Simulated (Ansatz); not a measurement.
Values for one crystal, relaxed and computed with r²SCAN in the plane-wave PAW code Ansatz; other levels are named.

| Property | Result |
|---|---|
| Volume per atom | 15.32 Å³ |
| Electronic character | metallic (no gap) |
| Highest zone-centre frequency | 256 cm⁻¹ |
| Formation energy from the elements (no fitted shifts) | -0.095 eV/atom |
| Hill bulk and shear moduli | 298 and 117 GPa |
| Gap with spin–orbit coupling | none (metallic) |
| Mechanical stability | stable (all eigenvalues of C positive) |

Task: Which compound is it?
A. GdIr3, Cu3Au type
B. Mo3Ir, A15 (Cr3Si type)
C. LaIr2, cubic Laves (MgCu2 type)
D. Ti3Hg, A15 (Cr3Si type)

Result: B, Mo3Ir, A15 (Cr3Si type)

Space group Pm-3n (A15 (Cr3Si type)). The first step of the workflow began from a Materials Project structure, measured or hypothetical; the Crystallography Open Database copy checked does not list it. Whether it is the stable phase at ambient conditions was not checked. The r²SCAN relaxation kept the symmetry of its start; whether a distortion lowers the energy is not shown. No spin polarisation was allowed. As this level gives no gap, shear constants depend on the k-mesh and smearing (Fermi–Dirac, 0.1 eV here). As this level gives no gap, phonon frequencies hold no LO–TO term and depend on the k-mesh and smearing (Fermi–Dirac, 0.1 eV here). The references are the lowest solids computed at this level, not always the standard phases. Scalar-relativistic: spin–orbit coupling is off unless named, which matters more the heavier the elements.

Potentials: the later of the program's two PAW sets.
